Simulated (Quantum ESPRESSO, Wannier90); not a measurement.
**Tight-binding from DFT: ZrPbO3 (Amm2)**

```yaml
crystal:
  lattice:
    - [4.17636, 0.00000, 0.00000]
    - [0.00000, 2.98069, 3.06698]
    - [0.00000, -2.98069, 3.06698]
  atoms:
    - { symbol: Zr, position: [0.50000, 0.50688, 0.50688] }
    - { symbol: Pb, position: [0.00000, 0.94502, 0.94502] }
    - { symbol: O, position: [0.50000, 0.03203, 0.56315] }
    - { symbol: O, position: [0.50000, 0.56315, 0.03203] }
    - { symbol: O, position: [0.00000, 0.55991, 0.55991] }
```

Cell from Materials Project (mp-20337), symmetrised, no further relaxation. COD (Crystallography Open Database) has the formula in 2 space groups, this one among them (matched by group alone). Method: PBEsol plane waves in Quantum ESPRESSO 7.5 (PseudoDojo norm-conserving files, 68 Ry, no spin polarisation, no spin-orbit coupling), Bloch states on a 8×8×8 mesh through Γ, Wannier90 4.0.1. Density: 8×8×8 mesh, cold smearing 0.01 Ry. Spin-orbit coupling is left out although heavy elements are present.

Base run: 18 functions from bands 13-43 of the 43 computed, start hydrogen-like Zr: d; Pb: s;p; O: p, centres 0.05 Å off the atoms, frozen window up to 4.11 eV relative to the valence-band maximum, outer window open. One setting was then changed (edges relative to the valence-band maximum; misfit to pw.x on a path, for states up to 3.6 eV relative to the valence-band maximum).

```csv
run,Ω_I (Å²),rms misfit (meV),worst (meV)
base,19.45,1.0,17
changed,21.48,0.4,4.7
```

**Question.** Which change was made?
(A) frozen window to 1.11 eV
(B) frozen window to 2.11 eV
(C) outer window to 12.15 eV
(D) frozen window to 6.11 eV
(E) no frozen window

**Answer.** C, outer window to 12.15 eV. The others give:

```
run                       Ω_I (Å²)  rms misfit (meV)  worst (meV)
------------------------  --------  ----------------  -----------
frozen window to 2.11 eV     17.96               137         1084
frozen window to 1.11 eV     17.96               137         1084
frozen window to 6.11 eV     21.14               0.2          2.4
no frozen window             16.03               613         2073
```
